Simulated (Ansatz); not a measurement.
**Stress against strain in CuPd**

```yaml
crystal:
  lattice:
    - [2.98800, 0.00000, 0.00000]
    - [0.00000, 2.98800, 0.00000]
    - [0.00000, 0.00000, 2.98800]
  atoms:
    - { symbol: Cu, position: [0.00000, 0.00000, 0.00000] }
    - { symbol: Pd, position: [0.50000, 0.50000, 0.50000] }
```

Atoms are numbered in the order listed.

Conventional cell: a = 2.988 Å, b = 2.988 Å, c = 2.988 Å, α = 90.00°, β = 90.00°, γ = 90.00°. Around Cu (atom 1) lie 8 Pd at 2.59 Å. Pd (atom 2) has 8 Cu at 2.59 Å as nearest neighbours.

The cell comes from COD entry 9008813, which wasn't checked; take it as a given geometry.

Spin polarisation is left out, and whether a magnetic state lies lower isn't shown here.

These are results of Ansatz 0.2.0, DFT, PBEsol, all-electron LAPW, scalar-relativistic, not measurements.

The runs use a Γ-centred 14×14×14 k mesh, Fermi–Dirac smearing of 0.05 eV, basis error target 0.25 meV/atom, no spin polarisation.

The strain is applied along the Cartesian axes of the cell as listed (γ is the engineering shear, twice εxy = εyz = εzx). Fractional coordinates are held (clamped ions).

σ is the change of stress from the unstrained cell, which is at -4.60 GPa; tension is positive, so slopes are stress–strain coefficients at that pressure. In a metal the k mesh adds noise.

Only quantities that a quadratic follows smoothly over the whole series are listed; rougher ones are left out.

```tsv
γ	σxy (GPa)
-0.0200	-2.08
-0.0100	-0.98
0.0000	0.00
0.0200	1.73
```

Task: Fit the series and read off the stiffness at zero strain.

Result: Least-squares fits y = p0 + p1 x + p2 x² to the rows give σxy (GPa): p1 = 95.1, p2 = -450. So C44 (clamped ions) = 95 GPa.

Task: One run, at γ = 0.0100, is withheld. Predict its row.

Result: The fits give 0.91; the run gave 0.90.
